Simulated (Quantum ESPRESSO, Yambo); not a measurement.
MgS2 (space group C2/m, No. 12) under isotropic strain of -1.5 % on all lattice vectors. The PBEsol cell relaxed from Materials Project entry mp-1185959 was given an isotropic strain of -1.5 % on all lattice vectors, and the atoms were relaxed again. Chain: PBEsol (pw.x of Quantum ESPRESSO, ONCV potentials, without SOC); G0W0 in Yambo (4×4×4 Γ-centred k mesh, bands 5 to 139 and a 10 Ry block in the screening, 139 bands in G with the Bruneval-Gonze terminator, plasmon pole fitted at 27.2 eV); BSE (6×6×4 mesh, 5 valence and 7 conduction bands, static screening with 33 bands and a 4 Ry block, scissor 1.52 eV, Tamm-Dancoff).

The PBEsol gap (dense path) is 1.01 eV and the PBEsol gap (0.25, 0.25, 0.25) → (0, 0, -0.5) on the GW mesh is 1.06 eV. The PBEsol smallest direct gap on the GW mesh, at (0, 0, -0.5) comes out as 1.11 eV, the G0W0 direct gap at that point is 2.63 eV and the G0W0 correction to the gap (0.25, 0.25, 0.25) → (0, 0, -0.5) is 1.54 eV. The lowest exciton comes out as no binding energy given (see below).

Rough cost of the Yambo steps against G0W0 for 6 states: BSE about 1/5.

Convergence of the G0W0 settings was not tested. The BSE states are vertical excitations (zero momentum). The lowest state covers only about 1 of the 144 k points, so the mesh doesn't resolve it: its energy and its distance from the direct gap are mesh artefacts. An extended exciton needs a far denser mesh. Axes are Cartesian, with cell vectors (Å) (3.36, -1.94, -0.01), (3.36, 1.94, -0.01), (-2.23, 0.00, 4.48).

The structure is a Materials Project entry; no match was found in the copy of COD used, and its stability was not checked.
